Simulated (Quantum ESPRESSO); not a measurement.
pw.x input (Quantum ESPRESSO 7.5; PBEsol, PseudoDojo standard norm-conserving files, scalar-relativistic):

```
&CONTROL
  calculation = 'scf'
  pseudo_dir = './pseudo'
  outdir = './out'
  tprnfor = .true.
  tstress = .true.
/
&SYSTEM
  ibrav = 0
  nat = 2
  ntyp = 2
  ecutwfc = 66.0
  ecutrho = 264.0
  occupations = 'smearing'
  smearing = 'fd'
  degauss = 0.005
  nbnd = 20
/
&ELECTRONS
  conv_thr = 2e-10
/
ATOMIC_SPECIES
Hg 200.5920 Hg.upf
Tl 204.3800 Tl.upf
CELL_PARAMETERS angstrom
  3.844610000000   0.000000000000   0.000000000000
  0.000000000000   3.844610000000   0.000000000000
  0.000000000000   0.000000000000   3.844610000000
ATOMIC_POSITIONS crystal
Hg   0.000000000000   0.000000000000   0.000000000000
Tl   0.500000000000   0.500000000000   0.500000000000
K_POINTS automatic
12 12 12 0 0 0
```

End of the output:

```

[...]
     the Fermi energy is    11.2255 ev
!    total energy              =    -454.48467029 Ry
     estimated scf accuracy    <          4.9E-11 Ry
     smearing contrib. (-TS)   =      -0.00121522 Ry
     internal energy E=F+TS    =    -454.48345507 Ry
     The total energy is F=E-TS. E is the sum of the following terms:
     one-electron contribution =    -192.70603836 Ry
     hartree contribution      =     110.65480665 Ry
     xc contribution           =     -92.82365015 Ry
     ewald contribution        =    -279.60857321 Ry
     convergence has been achieved in   8 iterations
     Forces acting on atoms (cartesian axes, Ry/au):
     atom    1 type  1   force =     0.00000000    0.00000000    0.00000000
     atom    2 type  2   force =     0.00000000    0.00000000    0.00000000
     Total force =     0.000000     Total SCF correction =     0.000000
     Computing stress (Cartesian axis) and pressure
          total   stress  (Ry/bohr**3)                   (kbar)     P=      -22.85
  -0.00015531   0.00000000   0.00000000          -22.85        0.00        0.00
   0.00000000  -0.00015531   0.00000000            0.00      -22.85        0.00
   0.00000000   0.00000000  -0.00015531            0.00        0.00      -22.85
```

Spin-orbit coupling is not included.

Geometry of the Materials Project entry, not relaxed at this level.
